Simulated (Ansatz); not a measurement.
Zn, DFT, PBEsol, all-electron LAPW, scalar-relativistic (Ansatz 0.2.0), run on 2 threads of Arm Neoverse V1 on a shared host.

The geometry is COD entry 9011599, unchecked; take it as a test cell. It is an old determination, and later ones may differ.

Command: `ansatz run input.yaml --threads 2 --pin off --max-ram 4096MiB --backend cpu --events-out ev --progress --plain --runs-dir out`

```yaml
crystal:
  lattice:
    - [5.34, 0.0, 0.0]
    - [-1.335, 2.3122878281, 0.0]
    - [0.0, 0.0, 4.966]
  atoms:
    - { symbol: Zn, position: [0.1666666666, 0.6666666667, 0.25] }
    - { symbol: Zn, position: [0.6666666666, 0.6666666667, 0.25] }
    - { symbol: Zn, position: [0.3333333334, 0.3333333333, 0.75] }
    - { symbol: Zn, position: [0.8333333334, 0.3333333333, 0.75] }
kpoints:
  mp_grid: { grid: [4, 8, 4] }
scf:
  occupations: { method: fermi_dirac, width: 0.08 }
hamiltonian:
  xc: pbesol
  pseudopotentials: { kind: all_electron, lapw: { basis_error: 0.001 } }
output:
  forces: true
  stress: true
md:
  timestep: 2.0
  n_steps: 30
  ensemble: nvt_langevin
  temperature: 800
  initial_velocities: maxwell_boltzmann
  seed: 169530
```

(1) How large is the problem that the program sets up?

(2) Estimate the wall time and the peak memory.

Results:

(1) 68 irreducible k-points, 933 plane waves at Γ, 48 bands.

(2) 31 min of wall time for 261 SCF iterations, with a peak of 0.72 GiB. Times on shared machines scatter by tens of per cent.
